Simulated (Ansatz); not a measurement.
A relaxed cell of SiSeF2 is given with its symmetry left out. The cell was found from a structure generator's guess, not taken from experiment.

Theory: Ansatz, DFT PBE, scalar-relativistic, plane waves, PAW. Cutoff 420 eV, Γ-centred mesh, Gaussian smearing, no spin polarisation.

```xyz
4
Lattice="4.8203 0.0000 0.0000 0.0000 4.8203 0.0000 0.0000 0.0000 2.6427" Properties=species:S:1:pos:R:3 pbc="T T T"
Si    2.4102    2.4102    1.3214
Se    0.0000    0.0000    0.0000
F     0.0000    2.4102    0.0000
F     2.4102    0.0000    0.0000
```

Formation energies are uncorrected and refer to the elements' standard structures at the same level (F₂ as a molecule).

(1) What space group does it have?

(2) How far does it lie from the elements in energy?

(3) Is it a metal?

## Answers

(1) P4/mmm (No. 123). Conventional cell: a = 4.820 Å, c = 2.643 Å. Si is surrounded by 2 Si at 2.64 Å and 8 F at 2.75 Å; Se has 4 F at 2.41 Å and 2 Se at 2.64 Å; F has 2 Se at 2.41 Å, 2 F at 2.64 Å and 4 Si at 2.75 Å.

(2) −0.32 eV/atom.

(3) Yes, bands cross the Fermi level on the 10×10×18 mesh.

The last run used a 10×10×18 mesh (in the run's order of axes) for its 4-atom cell and Gaussian smearing of 0.10 eV. The cell is a metal run without spin; a magnetic state may lie lower. The reference form of Se is held partly by dispersion forces, which this level lacks. Symmetry constrained the relaxation, so the result can be a saddle point. Another cell of SiSeF2 relaxed alike, in P6/mmm, lies 0.99 eV/atom lower, so this cell isn't the stable form at this level.
